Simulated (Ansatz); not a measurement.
GaAs:
```yaml
crystal:
  lattice:
    - [4.08101, 0.00000, 0.00000]
    - [-2.04050, 3.53426, 0.00000]
    - [0.00000, 0.00000, 8.93646]
  atoms:
    - { symbol: Ga, position: [0.00000, 0.49992, 0.66667] }
    - { symbol: Ga, position: [0.50008, 0.50008, 0.00000] }
    - { symbol: Ga, position: [0.49992, 0.00000, 0.33333] }
    - { symbol: As, position: [0.00000, 0.49996, 0.16667] }
    - { symbol: As, position: [0.50004, 0.50004, 0.50000] }
    - { symbol: As, position: [0.49996, 0.00000, 0.83333] }
```

Relaxed with PBE. Special points in fractions of this cell's reciprocal vectors: Γ (0.000, 0.000, 0.000); M (0.500, 0.000, 0.000); K (0.333, 0.333, 0.000); A (0.000, 0.000, 0.500); L (0.500, 0.000, 0.500); H (0.333, 0.333, 0.500).

List the band energies nearest the Fermi level at these points for PBE (plane waves, PAW; program Ansatz).

In eV from the Fermi level; about four levels below and three above (degenerate sets whole), none deeper than 8.9 eV; points with the same levels are listed once.

| k | below | above |
|---|---|---|
| Γ | -0.90 -0.74 -0.74 -0.51 | 0.08 1.46 1.46 |
| M | -2.58 -1.92 -1.73 -1.65 | 0.32 0.60 1.53 |
| K | -2.26 -1.71 -1.71 -0.21 | 2.17 2.17 4.61 4.61 |
| A | -0.71 -0.63 -0.63 -0.41 | 1.37 1.37 1.41 |
| L | -2.51 -2.40 -2.06 -1.81 | 0.92 1.42 2.40 |
| H | -3.79 -3.79 -2.13 -1.42 | 2.27 2.27 2.29 |

Space group P6_422. The start of the workflow was typed in or built on a structure type; neither database checked (COD, Materials Project) lists it. It is not the phase usual at ambient conditions (space group No. 216). The PBE relaxation kept the symmetry of its start; its stability against distortions is not shown here. Point labels and valley counts follow the cell and symmetry of the run, lower than the named group. The Fermi level of a semimetal is unsure by some 0.05 eV on such meshes. Scalar-relativistic: spin–orbit coupling is off unless named, which matters more the heavier the elements.

Potentials: the later of the program's two PAW sets.
